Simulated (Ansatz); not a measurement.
# Computed properties of Sc₃Al

Sc$_{3}$Al:
Space group Pm-3m (No. 221); a = 4.3141 Å, b = 4.3141 Å, c = 4.3141 Å, α = 90.00°, β = 90.00°, γ = 90.00°

```json
[
 {"atom": "Sc", "site": "3c", "symmetry": "4/mm.m", "x": "0.0000", "y": "0.5000", "z": "0.5000"},
 {"atom": "Al", "site": "1a", "symmetry": "m-3m", "x": "0.0000", "y": "0.0000", "z": "0.0000"}
]
```

Space group Pm-3m (No. 221), Cu3Au type; conventional cell a = 4.3141 Å, b = 4.3141 Å, c = 4.3141 Å, α = 90.00°, β = 90.00°, γ = 90.00°.

Method: LDA in the plane-wave PAW code Ansatz. The cell and atoms are relaxed at this level. Other levels are named where they apply.

Cell and energy:

```
Quantity                                                      Result
-----------------------------------------------------  -------------
Volume per atom                                             20.07 Å³
Density                                                   3.35 g/cm³
Formation energy from the elements (no fitted shifts)  -278 meV/atom
```

Electronic structure:

```
Quantity                                                                    Value
------------------------------------  -------------------------------------------
Electronic character                                            metallic (no gap)
Density of states at the Fermi level  1.4 states/eV per atom (mean over ±0.08 eV)
```

Mechanics:

```
Item                                                                           Value
--------------------------------------------  --------------------------------------
Bulk modulus (Birch–Murnaghan fit)                                          72.3 GPa
Pressure derivative B′                                                           3.5
Elastic constants (relaxed ions, GPa)              C11 = 119, C12 = 49.0, C44 = 56.6
Mechanical stability                          stable (all eigenvalues of C positive)
Hill bulk and shear moduli                                         72.3 and 46.7 GPa
Young's modulus                                                              115 GPa
Poisson's ratio                                                                 0.23
Debye temperature from the elastic constants                                   453 K
```

Phonons:

```
Property                                       Result
-----------------------------  ----------------------
Highest zone-centre frequency               254 cm^-1
Zone-centre stability          no imaginary mode at Γ
```

The first step of the workflow began from a Materials Project structure, measured or hypothetical; the Crystallography Open Database copy checked does not list it. Whether it is the stable phase at ambient conditions was not checked. Symmetry was held in the LDA relaxation. The run is not spin-polarised. As this level gives no gap, shear constants depend on the k-mesh and smearing (Fermi–Dirac, 0.1 eV here). As this level gives no gap, phonon frequencies hold no LO–TO term and depend on the k-mesh and smearing (Fermi–Dirac, 0.1 eV here). The references are the lowest solids computed at this level, not always the standard phases.

Potentials: the later of the program's two PAW sets.
